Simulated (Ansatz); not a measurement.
A relaxation computed with Ansatz, from input to last step.

```yaml
crystal:
  lattice:
    - [5.3164629957, 0.0, 0.0]
    - [0.0, 6.4887020579, 0.0]
    - [0.0, 0.0, 4.050684041]
  atoms:
    - { symbol: Sb, position: [0.2004, 0.3787, 0.0] }
    - { symbol: Sb, position: [0.7996, 0.6213, 0.0] }
    - { symbol: Sb, position: [0.7004, 0.1213, 0.5] }
    - { symbol: Sb, position: [0.2996, 0.8787, 0.5] }
    - { symbol: As, position: [0.0, 0.0, 0.0] }
    - { symbol: As, position: [0.5, 0.5, 0.5] }
basis:
  ecutwfc: 420
kpoints:
  mp_grid: { grid: [4, 4, 4] }
hamiltonian:
  xc: pbe
scf:
  occupations: { method: gaussian, width: 0.1 }
  lower_state_search: "off"
output:
  forces: true
  stress: true
  eigenvalues: true
relax:
  adjacent_minimum: "off"
  f_tol: 0.04
  max_steps: 70
  cell: { stress_tol: 0.4 }
```

```bash
ansatz run input.yaml --threads 1 --pin off --max-ram 2560MiB --backend cpu --events-out ev --progress --plain --runs-dir out
```

These are results of DFT PBE, scalar-relativistic, plane waves, PAW (Ansatz 0.2.0), not measurements.

Of 12 frames 9 are shown, positions in Å and forces in eV/Å; the SCF threshold varies from step to step. Steps run on the plane waves of an earlier cell, with a Pulay correction in the pressure. The basis is chosen afresh for the last frame, the zero of the energies, and at times for earlier ones too; energy and pressure step there, also at an unchanged geometry. Here that happened at step 10 (-6 meV/atom, 0.5 GPa); the frames before carry an error of that size.

```xyz
6
Lattice="5.3165 0.0000 0.0000 0.0000 6.4887 0.0000 0.0000 0.0000 4.0507" Properties=species:S:1:pos:R:3:forces:R:3 pbc="T T T" step=1 free_energy_over_end_meV_per_atom=350.01 pressure_GPa=19.30
Sb    1.0654    2.4573    0.0000    0.2393   -0.4803    0.0000
Sb    4.2510    4.0314    0.0000   -0.2393    0.4803    0.0000
Sb    3.7237    0.7871    2.0253    0.2393    0.4803    0.0000
Sb    1.5928    5.7016    2.0253   -0.2393   -0.4803    0.0000
As    0.0000    0.0000    0.0000    0.0000    0.0000    0.0000
As    2.6582    3.2444    2.0253    0.0000    0.0000    0.0000
6
Lattice="5.5334 0.0000 0.0000 0.0000 6.8108 0.0000 0.0000 0.0000 4.1893" Properties=species:S:1:pos:R:3:forces:R:3 pbc="T T T" step=2 free_energy_over_end_meV_per_atom=107.30 pressure_GPa=6.85
Sb    1.1148    2.5517    0.0000   -0.2797    0.0134    0.0000
Sb    4.4186    4.2591    0.0000    0.2797   -0.0134    0.0000
Sb    3.8815    0.8537    2.0946   -0.2797   -0.0134    0.0000
Sb    1.6519    5.9571    2.0946    0.2797    0.0134    0.0000
As    0.0000    0.0000    0.0000    0.0000    0.0000    0.0000
As    2.7667    3.4054    2.0946    0.0000    0.0000    0.0000
6
Lattice="5.6043 0.0000 0.0000 0.0000 7.1321 0.0000 0.0000 0.0000 4.2276" Properties=species:S:1:pos:R:3:forces:R:3 pbc="T T T" step=3 free_energy_over_end_meV_per_atom=39.90 pressure_GPa=2.06
Sb    1.0774    2.6460    0.0000   -0.1173    0.0250    0.0000
Sb    4.5269    4.4861    0.0000    0.1173   -0.0250    0.0000
Sb    3.8795    0.9200    2.1138   -0.1173   -0.0250    0.0000
Sb    1.7248    6.2121    2.1138    0.1173    0.0250    0.0000
As    0.0000    0.0000    0.0000    0.0000    0.0000    0.0000
As    2.8022    3.5660    2.1138    0.0000    0.0000    0.0000
6
Lattice="5.7012 0.0000 0.0000 0.0000 7.5170 0.0000 0.0000 0.0000 4.0364" Properties=species:S:1:pos:R:3:forces:R:3 pbc="T T T" step=5 free_energy_over_end_meV_per_atom=18.57 pressure_GPa=-0.57
Sb    1.0017    2.7457    0.0000    0.1350    0.0098    0.0000
Sb    4.6996    4.7713    0.0000   -0.1350   -0.0098    0.0000
Sb    3.8523    1.0128    2.0182    0.1350   -0.0098    0.0000
Sb    1.8489    6.5042    2.0182   -0.1350    0.0098    0.0000
As    0.0000    0.0000    0.0000    0.0000    0.0000    0.0000
As    2.8506    3.7585    2.0182    0.0000    0.0000    0.0000
6
Lattice="5.7786 0.0000 0.0000 0.0000 7.5355 0.0000 0.0000 0.0000 3.9200" Properties=species:S:1:pos:R:3:forces:R:3 pbc="T T T" step=6 free_energy_over_end_meV_per_atom=13.04 pressure_GPa=-0.21
Sb    1.0068    2.7499    0.0000    0.1246   -0.0318    0.0000
Sb    4.7718    4.7857    0.0000   -0.1246    0.0318    0.0000
Sb    3.8961    1.0179    1.9600    0.1246    0.0318    0.0000
Sb    1.8825    6.5176    1.9600   -0.1246   -0.0318    0.0000
As    0.0000    0.0000    0.0000    0.0000    0.0000    0.0000
As    2.8893    3.7678    1.9600    0.0000    0.0000    0.0000
6
Lattice="5.9388 0.0000 0.0000 0.0000 7.5878 0.0000 0.0000 0.0000 3.7229" Properties=species:S:1:pos:R:3:forces:R:3 pbc="T T T" step=7 free_energy_over_end_meV_per_atom=11.58 pressure_GPa=-0.31
Sb    1.0095    2.7606    0.0000    0.1538    0.0304    0.0000
Sb    4.9292    4.8271    0.0000   -0.1538   -0.0304    0.0000
Sb    3.9789    1.0332    1.8615    0.1538   -0.0304    0.0000
Sb    1.9599    6.5545    1.8615   -0.1538    0.0304    0.0000
As    0.0000    0.0000    0.0000    0.0000    0.0000    0.0000
As    2.9694    3.7939    1.8615    0.0000    0.0000    0.0000
6
Lattice="5.8631 0.0000 0.0000 0.0000 7.4912 0.0000 0.0000 0.0000 3.8331" Properties=species:S:1:pos:R:3:forces:R:3 pbc="T T T" step=8 free_energy_over_end_meV_per_atom=8.02 pressure_GPa=0.33
Sb    1.0362    2.7374    0.0000   -0.0385    0.0036    0.0000
Sb    4.8269    4.7538    0.0000    0.0385   -0.0036    0.0000
Sb    3.9677    1.0082    1.9166   -0.0385   -0.0036    0.0000
Sb    1.8954    6.4829    1.9166    0.0385    0.0036    0.0000
As    0.0000    0.0000    0.0000    0.0000    0.0000    0.0000
As    2.9316    3.7456    1.9166    0.0000    0.0000    0.0000
6
Lattice="5.8977 0.0000 0.0000 0.0000 7.5168 0.0000 0.0000 0.0000 3.8041" Properties=species:S:1:pos:R:3:forces:R:3 pbc="T T T" step=10 free_energy_over_end_meV_per_atom=0.75 pressure_GPa=0.47
Sb    1.0351    2.7466    0.0000   -0.0075    0.0113    0.0000
Sb    4.8627    4.7702    0.0000    0.0075   -0.0113    0.0000
Sb    3.9839    1.0118    1.9021   -0.0075   -0.0113    0.0000
Sb    1.9138    6.5050    1.9021    0.0075    0.0113    0.0000
As    0.0000    0.0000    0.0000    0.0000    0.0000    0.0000
As    2.9489    3.7584    1.9021    0.0000    0.0000    0.0000
6
Lattice="5.9091 0.0000 0.0000 0.0000 7.5668 0.0000 0.0000 0.0000 3.7900" Properties=species:S:1:pos:R:3:forces:R:3 pbc="T T T" step=12 free_energy_over_end_meV_per_atom=0.00 pressure_GPa=0.07
Sb    1.0306    2.7630    0.0000    0.0127    0.0160    0.0000
Sb    4.8785    4.8038    0.0000   -0.0127   -0.0160    0.0000
Sb    3.9852    1.0204    1.8950    0.0127   -0.0160    0.0000
Sb    1.9240    6.5464    1.8950   -0.0127    0.0160    0.0000
As    0.0000    0.0000    0.0000    0.0000    0.0000    0.0000
As    2.9546    3.7834    1.8950    0.0000    0.0000    0.0000
```

The start puts this composition into another compound's structure type, which needn't suit it. At the end the space group is Pnnm (tolerance 0.05 Å).

The run took 89 s on 1 thread of Intel(R) Xeon(R) 6975P-C (Granite Rapids), on a shared host, peak memory 0.55 GiB.

The k mesh is coarse.